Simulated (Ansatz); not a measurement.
TiAl (P4/mmm), stationary points along a deformation path

Method: Ansatz, DFT PBEsol, scalar-relativistic, plane waves, PAW. Settings: plane waves to 420 eV, k-mesh 24×24×16 (Γ-centred), Gaussian smearing 0.15 eV. No spin polarisation. Energies are free energies at this smearing, counted from the undisturbed cell; pressure is positive in compression.

The undisturbed cell (relaxed at this level; it needn't be the usual structure):

```
CELL_PARAMETERS angstrom
2.79516 0.00000 0.00000
0.00000 2.79516 0.00000
0.00000 0.00000 4.03874
ATOMIC_POSITIONS crystal
Ti 0.00000 0.00000 0.00000
Al 0.50000 0.50000 0.50000
```

At fixed volume and fractional coordinates, lengths along (0.000, 0.000, 1.000) are scaled against those across it; ρ is that ratio over its starting value. V = 15.777 Å³/atom. Δσ is the stress along the axis less the mean stress across it (compression positive).

| ρ | ΔE (meV/atom) | Δσ (GPa) | space group |
| --- | --- | --- | --- |
| 0.800 | 89.8 | 9.14 | P4/mmm |
| 0.850 | 53.0 | 8.79 | P4/mmm |
| 0.920 | 15.8 | 5.25 | P4/mmm |
| 0.960 | 4.3 | 2.96 | P4/mmm |
| 1.000 | 0.0 | 0.00 | P4/mmm |
| 1.050 | 7.2 | -4.57 | P4/mmm |
| 1.100 | 28.1 | -9.13 | P4/mmm |
| 1.200 | 109.0 | -20.24 | P4/mmm |
| 1.300 | 251.1 | -34.01 | P4/mmm |

Task: How does the stress give the slope of the energy, and where is the energy stationary?

Result: Along the path d ln(length) is 2/3 d ln ρ on the axis and −1/3 d ln ρ across it, so dE/d ln ρ = −(2/3) V Δσ: the energy falls with ρ where Δσ is positive. Δσ vanishes or changes sign at ρ = 1.000 (P4/mmm), a minimum at 0.0 meV/atom. Pairs of stationary points between two samples would go unseen, and could change a minimum read from distant neighbours into a maximum.

Task: Integrate that slope from ρ = 1 to 1.200 by the trapezoid rule.

Result: With V/N in Å³ and 1 eV/Å³ = 160.2 GPa the slopes at ρ = 1.000, 1.050, 1.100, 1.200 are 0, 300, 599, 1329 meV/atom per unit of ln ρ. The steps add 7.3 + 20.9 + 83.9 = 112.1 meV/atom, against 109.0 from the energies; the trapezoid rule misses the curvature of the slope within each step.

In a metal these slopes depend on the k mesh and the smearing.

Cost: 9 runs of about 3 core-minutes in all, on Intel Xeon Platinum 8375C (Ice Lake) (shared hosts).